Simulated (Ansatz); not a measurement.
KF:
```xyz
2
Lattice="0.0000 2.6592 2.6592 2.6592 0.0000 2.6592 2.6592 2.6592 0.0000" Properties=species:S:1:pos:R:3 pbc="T T T"
K      0.0000     0.0000     0.0000
F      2.6592     2.6592     2.6592
```

Relaxed with r²SCAN. Special points in fractions of this cell's reciprocal vectors: Γ (0.000, 0.000, 0.000); X (0.500, 0.000, 0.500); U (0.625, 0.250, 0.625); K (0.375, 0.375, 0.750); L (0.500, 0.500, 0.500); W (0.500, 0.250, 0.750).

Q: List the band energies nearest the valence-band maximum at these points for r²SCAN in the plane-wave PAW code Ansatz.

A: In eV from the valence-band maximum; about four levels below and three above (degenerate sets whole), none deeper than 8.9 eV; points with the same levels are listed once.

```csv
k,below,above
Γ,0.00 0.00 0.00,6.91 11.50 11.50 11.50
X,-0.19 -0.05 -0.05,8.79 11.31 12.52
U,-0.33 -0.19 -0.18,9.58 11.42 12.08
L,-0.78 -0.35 -0.35,9.75 11.35 12.97 12.97
W,-0.40 -0.15 -0.15,10.38 10.38 12.21
```

Space group Fm-3m (rock salt). The cell was relaxed with r²SCAN under the symmetry of its start; phonons on a q-mesh show no instability.

Potentials: the later of the program's two PAW sets.
